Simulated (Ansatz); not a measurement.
Computed with Ansatz, DFT PBE, scalar-relativistic, plane waves, PAW. Cutoff 420 eV, Γ-centred meshes of about 0.25 Å⁻¹ or finer for metals and 0.3 Å⁻¹ for insulators (2π included), Gaussian smearing. No spin polarisation.

A search over trial structures of Be5Te2 gave this relaxed cell.

```
CELL_PARAMETERS angstrom
3.83177 0.00000 0.00000
-1.91589 3.31841 0.00000
0.00000 0.00000 9.15175
ATOMIC_POSITIONS crystal
Be 0.00000 0.00000 0.00047
Be 0.00000 0.00000 0.76124
Be 0.66667 0.33333 0.95159
Be 0.33333 0.66667 0.99731
Be 0.66667 0.33333 0.37812
Te 0.33333 0.66667 0.28200
Te 0.66667 0.33333 0.64928
```

Wave vectors count in units of this cell's reciprocal vectors.

Question: Is it a true minimum?

Answer: No. The phonons on a 2×2×1 q mesh of the computed 7-atom cell go imaginary, to 107i cm⁻¹ at q = (0.00, 0.00, 0.00). (Phonon run: 12×12×4 k mesh, Gaussian smearing of 0.10 eV.) With atoms moved at random and symmetry off, it falls by 99 meV/atom into R3 (No. 146). Conventional cell: a = 3.883 Å, c = 25.924 Å. Be on a site of symmetry 1 has 7 Be at 2.23–2.30 Å and 1 Te at 2.74 Å; around Be on a site of symmetry 3 lie 3 Be at 2.30 Å and 3 Te at 2.45 Å; around Be on a second site of symmetry 3 lie 4 Te at 2.41–2.45 Å, 3 Be at 3.56 Å and 12 Be at 3.88–4.20 Å; Te on its first site is surrounded by 3 Be at 2.41 Å and 3 Be at 2.74 Å; 1 more site not described.

Space group R3:H (No. 146). a = 3.883 Å, b = 3.883 Å, c = 25.924 Å, α = 90.00°, β = 90.00°, γ = 120.00°
```
atom  site  symmetry       x       y       z
  Be    9b         1  0.3348  0.0024  0.0995
  Be    3a        3. 0.6667  0.3333  0.1730
  Be    3a        3. 0.0000  0.0000  0.3052
  Te    3a        3. 0.6667  0.3333  0.0061
  Te    3a        3. 0.0000  0.0000  0.2109
```

Spin–orbit coupling, which can matter for Te, is left out. Phonons of metals hang on the k mesh and the smearing.
